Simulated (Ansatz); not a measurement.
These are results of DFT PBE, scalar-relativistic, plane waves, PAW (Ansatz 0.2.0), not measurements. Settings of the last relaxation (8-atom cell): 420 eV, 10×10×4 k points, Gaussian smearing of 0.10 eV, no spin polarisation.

The zero of energy is the elements' standard structures at the same level; no fitted shifts are applied. The references include grey tin.

Problem. Give a relaxed trial structure of a tetragonal metal made of Pb, Se and Sn, with a formation energy near −0.53 eV/atom and a density near 7.42 g/cm³, in a cell of 8 atoms.

Solution. SnPb₃Se₄, space group P4/mmm (No. 123). Around Sn lie 6 Se at 3.04–3.09 Å; Pb on a site of symmetry 4mm is surrounded by 6 Se at 3.08–3.11 Å; Pb on a site of symmetry 4/mmm is surrounded by 6 Se at 3.09–3.14 Å; Se on a site of symmetry 4/mmm has 2 Pb at 3.08 Å and 4 Sn at 3.09 Å; 2 more sites not described.

```
CELL_PARAMETERS angstrom
4.37117 0.00000 0.00000
0.00000 4.37117 0.00000
0.00000 0.00000 12.36338
ATOMIC_POSITIONS crystal
Sn 0.50000 0.50000 0.00000
Pb 0.00000 0.00000 0.75126
Pb 0.00000 0.00000 0.24874
Pb 0.50000 0.50000 0.50000
Se 0.00000 0.00000 0.00000
Se 0.50000 0.50000 0.24605
Se 0.00000 0.00000 0.50000
Se 0.50000 0.50000 0.75395
```

* Volume per atom: 29.53 Å³
* Density: 7.42 g/cm³
* Energy over the elements: −0.53 eV/atom
* Gap on the 10×10×4 mesh of the 8-atom cell: 0.02 eV by band count, less than the smearing, so the run treats it as a metal

The cell was found from a structure generator's guess, not taken from experiment. The answer needn't be unique; the calculation gave this one.

Spin–orbit coupling, which can matter for Pb, is left out. The reference form of Se is held partly by dispersion forces, which this level lacks. A later test with randomly moved atoms ended 1 meV/atom lower on a coarse mesh, in Pm at a loose tolerance, which is no clear verdict on its stability.
